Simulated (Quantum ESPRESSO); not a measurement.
## An isovalent swap in LiCl: field gradients

Host, cell and atoms relaxed with PBE and no dispersion term (field gradients by the PAW reconstruction of the field gradient on a scalar-relativistic PBE ground state (a modified build of Quantum ESPRESSO, JTH datasets), 25 Ha, k-mesh 5×5×5 through Γ):

```json
[
 {"site": "Li (atoms 1, 3, 5, 7)", "site symmetry": "m-3m", "Vzz (10²¹ V/m²)": "0", "η_Q": "–", "∣C_Q∣ (MHz)": "0 (⁷Li)"},
 {"site": "Cl (atoms 2, 4, 6, 8)", "site symmetry": "m-3m", "Vzz (10²¹ V/m²)": "0", "η_Q": "–", "∣C_Q∣ (MHz)": "0 (³⁵Cl)"}
]
```

Its cell: a = b = c = 5.1429 Å, α = β = γ = 90.00°.

Changed cell (atom 1 is the new one; 30 Ha, k-mesh 5×5×5 through Γ):

```yaml
crystal:
  lattice:
    - [5.32455, 0.00000, 0.00000]
    - [0.00000, 5.32455, 0.00000]
    - [0.00000, 0.00000, 5.32455]
  atoms:
    - { symbol: Na, position: [0.00000, 0.00000, 0.00000] }
    - { symbol: Cl, position: [0.50000, 0.00000, 0.00000] }
    - { symbol: Li, position: [0.00000, 0.50000, 0.50000] }
    - { symbol: Cl, position: [0.50000, 0.50000, 0.50000] }
    - { symbol: Li, position: [0.50000, 0.00000, 0.50000] }
    - { symbol: Cl, position: [0.00000, 0.00000, 0.50000] }
    - { symbol: Li, position: [0.50000, 0.50000, 0.00000] }
    - { symbol: Cl, position: [0.00000, 0.50000, 0.00000] }
```
The cell was made here from a computed Materials Project entry: one of 4 Li replaced by Na, cell and atoms relaxed (PBE without dispersion, pw.x of Quantum ESPRESSO, symmetry kept). The parent is LiCl in Fm-3m. The swapped cell is a model, not a known phase. Stability against distortions was not tested.

Quadrupole moments taken as inputs (sizes, barn, from the tables of PySCF and pymatgen): ⁷Li 0.0401, ³⁵Cl 0.0817, ²³Na 0.104.

Convention: |Vzz| is the largest principal value, η_Q = (Vxx − Vyy)/Vzz, |C_Q| = |eQVzz/h|. Cores are frozen. Against all-electron runs on small test molecules, this scheme's |Vzz| missed by −3 to −9 % on Cl.

Problem. What do the sites of the changed cell show?

Solution. 
```
site                 distance to atom 1 (Å)  Vzz (10²¹ V/m²)   η_Q  ∣C_Q∣ (MHz)
-------------------  ----------------------  ---------------  ----  -----------
Na (atom 1)                               –                0     –            0
Cl1 (atoms 2, 6, 8)                    2.66            -2.74  0.00         5.42
Li (atoms 3, 5, 7)                     3.77        under 0.2     –   under 0.19
Cl2 (atom 4)                           4.61                0     –            0
```
The swap repeats in every cell, so this is an ordered compound and not a dilute impurity.
